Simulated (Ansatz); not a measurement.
## Te, dhcp: geometry optimisation

The calculation used DFT, LDA (PW92), plane waves (420 eV) with PAW, scalar-relativistic in Ansatz 0.2.0. (PAW data from PBE, frozen cores regenerated.)

k-point mesh 11×11×3, Fermi-Dirac smearing 0.1 eV, no spin polarisation. Cell and atoms relax.

Starting structure:

```yaml
crystal:
  lattice:
    - [3.4420649897, 0.0, 0.0]
    - [-1.7210324948, 2.9809157225, 0.0]
    - [0.0, 0.0, 11.2417842562]
  atoms:
    - { symbol: Te, position: [0.0, 0.0, 0.0] }
    - { symbol: Te, position: [0.0, 0.0, 0.5] }
    - { symbol: Te, position: [0.3333333333, 0.6666666667, 0.25] }
    - { symbol: Te, position: [0.6666666667, 0.3333333333, 0.75] }
hamiltonian:
  xc: lda
  pseudopotentials:
    kind: paw
    azcp:
      Te: "pseudopotentials/Te.paw.azcp"
basis:
  ecutwfc: 420
  fft_grid_basis: typed
kpoints:
  mp_grid: { grid: [11, 11, 3], shift: [0, 0, 0] }
magnetization:
  spin_polarized: false
scf:
  occupations: { method: fermi_dirac, width: 0.1 }
relax:
  max_steps: 60
  f_tol: 0.01
  cell: {}
output:
  write_density: true
  write_potential: true
  elf: true
  volumetric_format: npy
```

Task: The pressure at the start is -4.8 GPa. By how much does the volume change?

Result: From 28.84 to 29.42 Å³ per atom, 2.0 %. The final cell has a = 3.989 Å, c = 8.540 Å (c/a = 2.141).

The cell has left the dhcp structure type; it ends in P6_3/mmc.

Task: How much energy does the relaxation gain?

Result: 240.2 meV per atom.
